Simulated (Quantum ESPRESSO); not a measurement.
```
CELL_PARAMETERS angstrom
      4.41388     0.00000     0.00000
     -2.20694     3.82253     0.00000
      0.00000     0.00000     7.20606
ATOMIC_POSITIONS crystal
  Ca 0.00000 0.00000 0.00000
  As 0.33333 0.66667 0.23766
  As 0.66667 0.33333 0.76234
  Cd 0.33333 0.66667 0.63325
  Cd 0.66667 0.33333 0.36675
```

The geometry is that of Materials Project entry mp-7067, symmetrised and not relaxed again.

### Question
What does LDA (pw.x of Quantum ESPRESSO, ONCV potentials, scalar-relativistic) give for the electronic structure near the Fermi level?

### Answer
The LDA gap is direct, 0.07 eV at Γ. Spin-orbit splittings are left out.
